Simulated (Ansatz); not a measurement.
Ba3Al2Sn2:
```yaml
crystal:
  lattice:
    - [-2.30721, 2.64293, 10.35892]
    - [2.30721, -2.64293, 10.35892]
    - [2.30721, 2.64293, -10.35892]
  atoms:
    - { symbol: Al, position: [0.56157, 0.06157, 0.50000] }
    - { symbol: Al, position: [0.43843, 0.93843, 0.50000] }
    - { symbol: Sn, position: [0.63556, 0.63556, 0.00000] }
    - { symbol: Sn, position: [0.36444, 0.36444, 0.00000] }
    - { symbol: Ba, position: [0.00000, 0.50000, 0.50000] }
    - { symbol: Ba, position: [0.81802, 0.81802, 0.00000] }
    - { symbol: Ba, position: [0.18198, 0.18198, 0.00000] }
```

Relaxed with r²SCAN. Special points in fractions of this cell's reciprocal vectors: Γ (0.000, 0.000, 0.000); X (0.500, 0.500, -0.500); F2 (0.262, 0.738, -0.262); Σ0 (-0.262, 0.262, 0.262); Y0 (0.266, -0.266, 0.266); U0 (0.734, 0.266, -0.266); R (0.000, 0.500, 0.000); W (0.250, 0.250, 0.250); S (0.500, 0.000, 0.000); T (0.000, 0.000, 0.500).

### Question
List the band energies nearest the Fermi level at these points for DFT-r²SCAN in the program Ansatz with PAW potentials.

### Answer
In eV from the Fermi level; about four levels below and three above (degenerate sets whole), none deeper than 8.9 eV; points with the same levels are listed once.

```
k                     below                above
--  -----------------------  -------------------
Γ   -1.22 -1.21 -1.15 -0.82       0.07 0.36 0.67
X   -1.08 -0.93 -0.80 -0.12       0.33 0.48 1.32
F2  -1.21 -0.98 -0.92 -0.08       0.66 1.09 1.55
Y0  -1.56 -1.11 -1.06 -0.54       0.70 1.39 1.47
R   -1.16 -0.99 -0.92 -0.18       0.72 1.04 1.33
W   -1.36 -0.80 -0.65 -0.39       0.60 0.76 2.47
S   -1.57 -1.10 -1.03 -0.52       0.66 1.44 1.48
T   -1.35 -0.80 -0.69 -0.34  0.62 0.73 2.52 2.52
```

Space group Immm. The workflow started from an entry of the Crystallography Open Database (COD). Its standing as an ambient phase is unchecked. The cell was relaxed with r²SCAN under the symmetry of its start; its stability against distortions is not shown here. Spin–orbit coupling is left out wherever it is not named.

Potentials: the later of the program's two PAW sets.
